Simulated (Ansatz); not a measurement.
Q: TaAs in space group I4_1md (No. 109; Ta on 4a, As on 4a) is relaxed with DFT-PBEsol in the program Ansatz with PAW potentials. What lattice parameters of the conventional cell result?

A: a = 3.429 Å, c = 11.584 Å.

Q: Give the free coordinates with the occupied sites.

A: In one choice of origin and axes:

```csv
atom,site,symmetry,x,y,z
Ta,4a,2mm.,0.0000,0.0000,0.7503
As,4a,2mm.,0.0000,0.0000,0.3323
```

Q: Is it a metal or does it have a gap at this level?

A: No gap at this level.

The PBEsol relaxation kept the symmetry of its start. The run is not spin-polarised. A small band overlap can be real or an error of a semilocal functional. Spin–orbit coupling is left out wherever it is not named.

Potentials: the earlier of the program's two PAW sets. The files were generated under PBE; for other functionals the program regenerates the frozen cores, and for LDA and PBEsol the local potential too.
